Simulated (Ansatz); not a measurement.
According to DFT-r²SCAN+D4 in the program Ansatz with PAW potentials, Ge$_{2}$Sb$_{2}$Te$_{5}$ in the trigonal phase (P-3m1; Pearson symbol hP9) relaxes to a = 4.247 Å, c = 17.346 Å. Te on 1a has 6 nearest neighbours from 2.99 Å (octahedral); Ge has 6 nearest neighbours from 2.97 Å (octahedral); Te on 2d has 6 nearest neighbours from 2.97 Å (octahedral); Sb has 6 nearest neighbours from 2.99 Å (octahedral). Against the elements it lies at -0.081 eV/atom, with no fitted shifts.

The Kohn–Sham gap is 0.38 eV (smallest direct gap 0.40 eV). The valence maximum lies at Γ and the conduction minimum on the K–Γ line, 85 % of the way from K (6 equivalent valleys). The screened hybrid HSE06 puts the gap at 0.61 eV. The electron mass is 0.046, 0.14, 0.34 mₑ (principal values). The hole mass is 0.049, 0.049, 0.50 mₑ (principal values).

The r²SCAN+D4 relaxation kept the symmetry of its start. The references are the lowest solids computed at this level, not always the standard phases. Spin–orbit coupling is left out wherever it is not named.

Potentials: the later of the program's two PAW sets.
